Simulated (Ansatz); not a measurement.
A distorted cell of CdTe (zinc blende):

```yaml
crystal:
  lattice:
    - [0.00000, 3.18893, 3.18893]
    - [3.18893, 0.00000, 3.18893]
    - [3.18893, 3.18893, 0.00000]
  atoms:
    - { symbol: Te, position: [0.75000, 0.75000, 0.75000] }
    - { symbol: Cd, position: [0.00000, 0.00000, 0.00000] }
```

The numbers are results of r2SCAN (plane waves to 500 eV, PAW, scalar-relativistic; Ansatz, a program for electronic structure), not measurements. k mesh 9×9×9 (Γ-centred), Fermi-Dirac smearing 0.05 eV. E stands for the smeared free energy. Compression counts positive. CdTe was relaxed with its symmetry unable to fall. Spin-orbit coupling is left out, though Te is heavy.

Problem. What is the stress tensor (GPa)?

Solution. 
```
    4.1      0.0      0.0
    0.0      4.1      0.0
    0.0      0.0      4.1
```
The pressure, a third of the trace, is 4.1 GPa.

Problem. It is the relaxed cell scaled evenly to V/V₀ = 0.920, atoms relaxed where free. What is its energy relative to the relaxed cell?

Solution. 33.2 meV/atom.

(A scan under strain: stresses follow from slopes of the energy per volume, elastic moduli from its curvatures.)
